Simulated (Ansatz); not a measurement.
A relaxation computed with Ansatz, from input to last step.

```yaml
crystal:
  lattice:
    - [2.4310820521, 0.0, 0.0]
    - [-1.215541026, 2.1053788158, 0.0]
    - [0.0, 0.0, 6.9785707591]
  atoms:
    - { symbol: C, position: [0.0, 0.0, 0.0024999316] }
    - { symbol: C, position: [0.0, 0.0, 0.5024999316] }
    - { symbol: C, position: [0.3333333333, 0.6666666667, 0.0025000684] }
    - { symbol: C, position: [0.6666666667, 0.3333333333, 0.5025000684] }
basis:
  ecutwfc: 500
kpoints:
  mp_grid: { grid: [18, 18, 6] }
hamiltonian:
  xc: r2scan
scf:
  occupations: { method: gaussian, width: 0.1 }
output:
  forces: true
  stress: true
  eigenvalues: true
relax:
  adjacent_minimum: "off"
  f_tol: 0.01
  max_steps: 30
  cell: { stress_tol: 0.1, fix: [volume] }
```

```bash
ansatz run input.yaml --threads 1 --pin off --max-ram 2560MiB --backend cpu --events-out ev --progress --plain --runs-dir out
```

Computed with DFT r2SCAN, scalar-relativistic, plane waves, PAW in Ansatz 0.2.0.

The volume is held at 0.97 times that of the relaxed cell.

Of 4 frames 3 are shown, positions in Å and forces in eV/Å; the SCF threshold varies from step to step. Steps run on the plane waves of an earlier cell, with a Pulay correction in the pressure. The basis is chosen afresh for the last frame, the zero of the energies, and at times for earlier ones too; energy and pressure step there, also at an unchanged geometry.

```xyz
4
Lattice="2.4311 0.0000 0.0000 -1.2155 2.1054 0.0000 0.0000 0.0000 6.9786" Properties=species:S:1:pos:R:3:forces:R:3 pbc="T T T" step=1 free_energy_over_end_meV_per_atom=6.78 pressure_GPa=8.79
C     0.0000    0.0000    0.0174    0.0000    0.0000    0.0000
C     0.0000    0.0000    3.5067    0.0000    0.0000    0.0000
C     0.0000    1.4036    0.0174    0.0000    0.0000    0.0000
C     1.2155    0.7018    3.5067    0.0000    0.0000    0.0000
4
Lattice="2.4471 0.0000 0.0000 -1.2235 2.1192 0.0000 0.0000 0.0000 6.8875" Properties=species:S:1:pos:R:3:forces:R:3 pbc="T T T" step=2 free_energy_over_end_meV_per_atom=0.66 pressure_GPa=3.19
C     0.0000    0.0000    0.0172    0.0000    0.0000    0.0000
C     0.0000    0.0000    3.4610    0.0000    0.0000    0.0000
C     0.0000    1.4128    0.0172    0.0000    0.0000    0.0000
C     1.2235    0.7064    3.4610    0.0000    0.0000    0.0000
4
Lattice="2.4542 0.0000 0.0000 -1.2271 2.1254 0.0000 0.0000 0.0000 6.8477" Properties=species:S:1:pos:R:3:forces:R:3 pbc="T T T" step=4 free_energy_over_end_meV_per_atom=0.00 pressure_GPa=0.78
C     0.0000    0.0000    0.0171    0.0000    0.0000    0.0000
C     0.0000    0.0000    3.4410    0.0000    0.0000    0.0000
C     0.0000    1.4169    0.0171    0.0000    0.0000    0.0000
C     1.2271    0.7085    3.4410    0.0000    0.0000    0.0000
```

The run took 16 s on 1 thread of Intel(R) Xeon(R) 6975P-C (Granite Rapids), with other jobs on the host, peak memory 0.48 GiB.

The cell holds layers, and r2SCAN describes their binding at middle range but leaves out its long-range dispersion part.